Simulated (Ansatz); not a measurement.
## BaMg$_{2}$Sb$_{2}$: enthalpy against pressure

BaMg$_{2}$Sb$_{2}$, P-3m1, a = 4.791 Å, c = 8.191 Å. The structure is a COD entry; whether it is the stable form wasn't checked. Ansatz: r2SCAN, PAW, 500 eV, Γ-centred 6×6×4 mesh on 5 atoms, Gaussian smearing 0.02 eV; no spin polarisation. Cell and atoms are relaxed at each pressure, and no other structure is tried, so the rows at high pressure may lie past a change of phase. y is the enthalpy over the state at zero pressure; there V0 = 32.560 Å³/atom. The pressures are the targets, met within 0.03 GPa.

```
P (GPa) y (eV/atom)
   -3.0      -0.6367
    0.0       0.0000
    3.0       0.5892
    8.0            ?
   15.0       2.6741
   30.0       4.9322
   60.0       8.8364
```

Fit y = c1 P + c2 P² + c3 P³ to the other rows, say what c1 and c2 mean, and predict the missing value.

Least squares on the rows shown. y = 0.19928 P − 0.0014737 P² + 1.0120×10⁻⁵ P³. Since dH/dP = V, c1 is V0: 0.19928 eV/GPa × 160.2 = 31.925 Å³ against 32.560; c2 = −V0/(2B0) gives B0 = 68 GPa, where a Birch–Murnaghan fit to the volumes of the same runs (not shown) gives 40 GPa: a cubic over this range folds the higher terms into c2. Above P = −c2/(3 c3) = 49 GPa the cubic's slope, the volume, would rise with pressure, so the form fails there. At P = 8.0 the fit asked for gives 1.5051 eV/atom. The run gave 1.5005 eV/atom, so the fit is 0.0046 eV/atom too high, within the rms miss on the fitted rows (0.0143 eV/atom).